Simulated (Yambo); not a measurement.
Quantum ESPRESSO input (LDA, PseudoDojo standard norm-conserving files, scalar-relativistic) whose wavefunctions are converted with p2y:

```
&CONTROL
  calculation = 'nscf'
  pseudo_dir = './pseudo'
  outdir = './out'
/
&SYSTEM
  ibrav = 0
  nat = 5
  ntyp = 3
  ecutwfc = 78.0
  ecutrho = 312.0
  occupations = 'fixed'
  force_symmorphic = .true.
  nbnd = 326
/
&ELECTRONS
  conv_thr = 5e-09
  diago_full_acc = .true.
  diago_thr_init = 1e-08
/
ATOMIC_SPECIES
Ge 72.6300 Ge.upf
Br 79.9040 Br.upf
Cs 132.9055 Cs.upf
CELL_PARAMETERS angstrom
  3.969285154000   2.291667852000   3.334970000000
 -3.969285154000   2.291667852000   3.334970000000
  0.000000000000  -4.583335704000   3.334970000000
ATOMIC_POSITIONS crystal
Ge   0.477080000000   0.477080000000   0.477080000000
Br   0.028660000000   0.505465000000   0.505465000000
Br   0.505465000000   0.028660000000   0.505465000000
Br   0.505465000000   0.505465000000   0.028660000000
Cs   0.001300000000   0.001300000000   0.001300000000
K_POINTS automatic
1 1 1 0 0 0
```

Yambo's initialisation report on symmetry, reciprocal space, the k grid and the gaps on this mesh:

```
  [02.02] Symmetries
  ==================

  Inversion symmetry    : yes
  Spatial inversion     : no
  Inversion index       :   7
  K-space Time-reversal : yes
  Magnetic symmetries   : no
  Time-reversal derived K-space symmetries:   7  12
  Group table correct   : yes
  Symmetries units      :  [cc]

  [02.03] Reciprocal space
  ========================

  nG shells         :   7165
  nG charge         :  114209
  nG WFs            :  14255
  nC WFs            :  14255
  G-vecs. in first 80 shells:  [ Number ]
     1    7   13   19   21   27   33   45   57
    63   75   81   87   93   99  111  123  135
   147  153  165  171  173  179  191  203  215
    227   239   251   257   263   275   299   305   317
    329   335   341   347   353   365   377   389   401
    413   419   431   443   449   461   467   479   485
    497   503   515   527   551   553   565   577   589
    595   607   619   631   643   655   667   691   703
    715   727   739   745   757   763   769   775
  ...
  Shell energy in first 80 shells:  [ mHa ]
     0.0000  172.1674  337.8309  350.8386  496.9906  523.0060  688.6695  847.8292  873.8446
    1000.48      1039.51      1052.52      1351.32      1403.35      1497.48      1549.51      1575.52      1702.16
    1741.19      1848.31      1900.35      1926.36      1987.96      2092.02      2199.15      2277.20      2338.80
    2403.84      2442.86      2455.87      2754.68      2822.78      2900.83      2952.86      2978.88      3040.48
    3105.52      3144.54      3157.55      3173.62      3251.67      3329.72      3391.32      3495.38      3524.46
    3602.51      3651.10      3654.54      3680.55      3807.19      3846.22      4001.94      4158.03      4210.06
    4226.14      4304.18      4352.78      4382.23      4443.83      4472.92      4508.87      4547.89      4560.90
    4576.98      4655.02      4707.05      4823.75      4927.82      5005.86      5054.46      5057.89      5083.91
    5145.51      5210.55      5249.57      5405.29      5525.43      5613.42      5629.49      5639.06
  ...

  [02.04] K-grid lattice
  ======================

  Compatible Grid is   : 0D
  K lattice UC volume  :  0.201946 [a.u.]

  IBZ K-points                                      :  1
  BZ  K-points                                      :  1

  K/Q-points units:
  rlu = crystal or reduced units; cc = cartesian coordinates; iku = interal k-units

  K [1]          [rlu]:  0.000000  0.000000  0.000000
         WF components:  14255

  [02.05] Energies & Occupations
  ==============================

  [X] === General ===
  [X] Electronic Temperature                        :  0.000000  0.000000 [eV K]
  [X] Bosonic    Temperature                        :  0.000000  0.000000 [eV K]
  [X] Finite Temperature mode                       : no
  [X] El. density                                   :  0.24174E+24 [cm-3]
  [X] Fermi Level                                   :  1.694037 [eV]

  [X] === Gaps and Widths ===
  [X] Conduction Band Min                           :  4.845082 [eV]
  [X] Valence Band Max                              :  0.000000 [eV]
  [X] Filled Bands                                  :  22
  [X] Empty Bands                                   :    23   326
  [X] Direct Gap                                    :  4.845082 [eV]
  [X] Direct Gap localized at k                     :  1
```
The gaps are LDA values on this mesh alone; only operations without fractional translations are kept.

Spin-orbit coupling is not included.

Geometry of the Materials Project entry, not relaxed at this level.
